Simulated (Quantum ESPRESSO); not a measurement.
Field gradients of SnSe2 from the PAW reconstruction of the field gradient on a scalar-relativistic PBE ground state (a modified build of Quantum ESPRESSO, JTH datasets). The input of pw.x:

```
&CONTROL
  calculation = 'scf'
  prefix = 'x'
  pseudo_dir = './pseudo'
  outdir = './out'
  tprnfor = .true.
/
&SYSTEM
  ibrav = 0
  nat = 3
  ntyp = 2
  ecutwfc = 40
  ecutrho = 160
  occupations = 'fixed'
  nbnd = 17
/
&ELECTRONS
  conv_thr = 1e-11
/
ATOMIC_SPECIES
Sn 118.710 Sn.GGA_PBE-JTH.UPF
Se 78.971 Se.GGA_PBE-JTH.UPF
CELL_PARAMETERS angstrom
    3.841900000520     0.000000000000     0.000000000000
   -1.920950000260     3.327182999250     0.000000000000
    0.000000000000     0.000000000000     6.485880000000
ATOMIC_POSITIONS crystal
Sn     0.000000000000     0.000000000000     0.000000000000
Se     0.666666666667     0.333333333333     0.757100000000
Se     0.333333333333     0.666666666667     0.242900000000
K_POINTS automatic
7 7 4 0 0 0
```
The geometry is a computed Materials Project entry, not a measured one. It is SnSe2 in P-3m1; whether this form has been observed was not checked. Stability against distortions was not tested. Forces on the atoms reach 0.24 eV/Å at this level. The layers lie 3.3 Å apart; this gap hangs on dispersion, and neither it nor the stacking was checked against the measured crystal.

Vzz is the sum of three terms, each taken along its main axis: the smooth valence density, the ions (nucleus and frozen core) with the augmentation charges of all other spheres, and the all-electron minus smooth density in the atom's own sphere. The split hangs on the datasets.  Cores are frozen. Se had no test against all-electron runs.

```tsv
site	smooth valence density	ions and other spheres	own sphere	Vzz (a.u.)
Se (atoms 2, 3)	-0.009	-0.008	(withheld)	(withheld)
```

Some entries are withheld; supply them.


- Se (atoms 2, 3), own sphere: -0.769
- Se (atoms 2, 3), Vzz (a.u.): -0.786
